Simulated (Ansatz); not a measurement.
The relaxed structure here is a generated cell of As2S3: the first start was made by placing the elements on the sites of a structure type, and the end was not matched to a known phase here, so it may be hypothetical.

A relaxed structure of As2S3. The numbers are results of PBEsol (plane waves to 420 eV, PAW, scalar-relativistic; Ansatz, an electronic-structure program), not measurements.

```cif
data_As8S12
_chemical_formula_sum 'As8 S12'
_space_group_name_H-M_alt 'P 1'
_space_group_IT_number 1
_cell_length_a 11.23269
_cell_length_b 3.54336
_cell_length_c 10.50665
_cell_angle_alpha 90.000
_cell_angle_beta 90.000
_cell_angle_gamma 90.000
loop_
_space_group_symop_operation_xyz
  'x, y, z'
loop_
_atom_site_label
_atom_site_type_symbol
_atom_site_fract_x
_atom_site_fract_y
_atom_site_fract_z
_atom_site_occupancy
As1 As 0.95527 0.25000 0.17137 1
As2 As 0.45527 0.25000 0.32863 1
As3 As 0.04473 0.75000 0.82863 1
As4 As 0.54473 0.75000 0.67137 1
As5 As 0.63455 0.25000 0.96198 1
As6 As 0.13455 0.25000 0.53802 1
As7 As 0.36545 0.75000 0.03802 1
As8 As 0.86545 0.75000 0.46198 1
S1 S 0.29562 0.25000 0.18825 1
S2 S 0.79562 0.25000 0.31175 1
S3 S 0.70438 0.75000 0.81175 1
S4 S 0.20438 0.75000 0.68825 1
S5 S 0.45136 0.25000 0.87201 1
S6 S 0.95136 0.25000 0.62799 1
S7 S 0.54864 0.75000 0.12799 1
S8 S 0.04864 0.75000 0.37201 1
S9 S 0.62998 0.25000 0.55348 1
S10 S 0.12998 0.25000 0.94652 1
S11 S 0.37002 0.75000 0.44652 1
S12 S 0.87002 0.75000 0.05348 1
```

Determine the symmetry and give the standard cell with its independent sites.

Space group Pnma (No. 62); a = 11.233 Å, b = 3.543 Å, c = 10.507 Å, α = 90.00°, β = 90.00°, γ = 90.00°

| atom | site | symmetry | x | y | z |
|---|---|---|---|---|---|
| As | 4c | .m. | 0.4553 | 0.2500 | 0.3286 |
| As | 4c | .m. | 0.1346 | 0.2500 | 0.5380 |
| S | 4c | .m. | 0.2956 | 0.2500 | 0.1883 |
| S | 4c | .m. | 0.0486 | 0.7500 | 0.3720 |
| S | 4c | .m. | 0.1300 | 0.2500 | 0.9465 |

This is the AFLOW prototype A3B2_oP20_62_3c_2c (D5_8, as in Sb2S3).

Give the shortest distances between elements (the closest pairs, up to four, under 3.6 Å).

As–S 2.26 Å; S–S 3.15 Å; As–As 3.54 Å.

The volume per atom is 20.91 Å³ and the band gap comes out as 1.06 eV, indirect (valence top at k = (0, 0, 0.3333), conduction bottom at U) (no spin-orbit coupling). The smallest direct gap is 1.12 eV at k = (0, 0, 0.3333).

No spin polarisation in the result.

The run could not lose the symmetry of its start, so the end can be a saddle point.
